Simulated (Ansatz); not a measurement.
## Compressing WC: a fit and a missing row

WC, P-6m2, a = 2.898 Å, c = 2.828 Å. Ansatz: PBEsol, PAW, 420 eV, Γ-centred 18×18×14 mesh on 2 atoms, Gaussian smearing 0.10 eV; no spin polarisation. Shape and atoms are relaxed at each volume; pressure is positive in compression.

```tsv
V (Å³/atom)	P (GPa)
9.669	28.62
9.978	?
10.286	-0.02
10.595	-11.29
10.904	-20.91
```

Problem. Take V0 = 10.286 Å³/atom, count pressures from its P0 = -0.02 GPa, fit the third-order Birch–Murnaghan form to the other rows, and predict the missing pressure.

Solution. With the Eulerian strain f = ½[(V0/V)^(2/3) − 1] and y = (P − P0)/[3f(1 + 2f)^(5/2)], the form is the line y = B0 + 1.5 B0 (B0′ − 4) f. Rows (f, y): 0.02105, 409.1; -0.00977, 404.0; -0.01908, 402.2. Means f = -0.002600, y = 405.10; Σ(Δf)² = 0.0008823, ΣΔfΔy = 0.1503; the slope is their ratio. y = 405.5 + 170.3 f GPa, so B0 = 405.5 GPa and B0′ = 4 + 2 × (170.3)/(3 × 405.5) = 4.28. At V = 9.978, f = 0.01024, y = 407.24 and P = 13.14 GPa. The run gave 13.18 GPa, so the fit is 0.04 GPa too low, a small miss on the scale of the series.

Spin–orbit coupling is left out, which can shift energies with elements as heavy as these.